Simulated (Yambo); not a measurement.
Yambo run on SiC (4H, space group P6_3mc, No. 186). The wavefunctions are norm-conserving PBEsol (Quantum ESPRESSO, 82 Ry, no spin-orbit coupling) ones on a 6×6×2 mesh (16 occupied bands); a = b = 3.0757 Å, c = 10.0707 Å, α = β = 90.00°, γ = 120.00°.

Yambo input:

```
rim_cut
gw0
dyson
el_el_corr
HF_and_locXC
ppa
em1d
RandQpts= 1000000
RandGvec= 1 Ry
EXXRLvcs= 82 Ry
VXCRLvcs= 328 Ry
Chimod= "HARTREE"
% BndsRnXp
 1 | 189 |
%
NGsBlkXp= 8 Ry
% LongDrXp
 1.0 | 1.0 | 1.0 |
%
PPAPntXp= 27.2114 eV
% GbndRnge
 1 | 189 |
%
GTermKind= "BG"
DysSolver= "n"
ExtendOut
% QPkrange
 1 | 1 | 16 | 16 |
 7 | 7 | 16 | 17 |
%
```

k points by index: 1 = Γ, 7 = M.

Resulting energies as the program prints them:

```
#    K-point    Band    Eo [eV]    E [eV]    E-Eo [eV]    Vxc [eV]    Vnlxc [eV]    Sc|Eo [eV]    Sc|E [eV]    dSc/dw|Eo [eV]    Re(Z)    Im(Z)
#
    1    16    0.000000    -0.518248    -0.518248    -14.84495    -17.45606    1.961686    2.092857    -6.886324    0.798040    -0.001130
    7    16    -1.130962    -1.768328    -0.637367    -14.39835    -17.47039    2.270305    2.434676    -7.016793    0.794998    -0.993823E-3
    7    17    2.114355    2.441370    0.327015    -11.02307    -6.700064    -3.924498    -3.995995    -5.947884    0.820625    -0.001044
```
(The two width columns are left out.) Convergence of these settings isn't established.

Geometry of the Materials Project entry, not relaxed at this level.
